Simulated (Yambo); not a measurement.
G0W0@LDA for Rb2ScAgF6 (space group Fm-3m, No. 225) in Yambo. Reference settings: 2×2×2 Γ-centred k mesh, bands 6 to 273 and a 7 Ry block in the screening, 273 bands in G with the Bruneval-Gonze terminator, plasmon pole fitted at 27.2 eV. The LDA gap L → Γ on this mesh is 2.96 eV; G0W0 gaps are taken between the same points.

```json
[
 {"change from the reference": "reference settings", "G0W0 gap L → Γ (eV)": "6.53", "shift of the valence edge (eV)": "-2.05"},
 {"change from the reference": "216 bands in W, 216 bands in G, 3 Ry block, no terminator", "G0W0 gap L → Γ (eV)": "6.48", "shift of the valence edge (eV)": "-1.97"},
 {"change from the reference": "wavefunctions cut at 30 Ry", "G0W0 gap L → Γ (eV)": "6.47", "shift of the valence edge (eV)": "-1.98"},
 {"change from the reference": "exchange cut at 10 Ry", "G0W0 gap L → Γ (eV)": "3.52", "shift of the valence edge (eV)": "1.66"},
 {"change from the reference": "exchange cut at 20 Ry", "G0W0 gap L → Γ (eV)": "…", "shift of the valence edge (eV)": "-0.72"},
 {"change from the reference": "79 bands in W, 79 bands in G, 6 Ry block", "G0W0 gap L → Γ (eV)": "7.50", "shift of the valence edge (eV)": "-2.27"},
 {"change from the reference": "158 bands in W, 158 bands in G, 2 Ry block", "G0W0 gap L → Γ (eV)": "…", "shift of the valence edge (eV)": "-2.51"},
 {"change from the reference": "no terminator", "G0W0 gap L → Γ (eV)": "…", "shift of the valence edge (eV)": "-1.79"}
]
```

Question: Estimate the withheld gaps from the other rows; the computed values follow.

Answer: 
- exchange cut at 20 Ry, G0W0 gap L → Γ (eV): 5.38
- 158 bands in W, 158 bands in G, 2 Ry block, G0W0 gap L → Γ (eV): 7.04
- no terminator, G0W0 gap L → Γ (eV): 6.37

The reference isn't shown to be the converged limit.

Spin-orbit coupling is not included.

Geometry of the Materials Project entry, not relaxed at this level; primitive cell a = b = c = 6.3541 Å, α = β = γ = 60.00°.

The structure is a Materials Project entry; no match was found in the copy of COD used, and its stability was not checked.

A shift is the quasiparticle energy of the state minus its LDA energy.
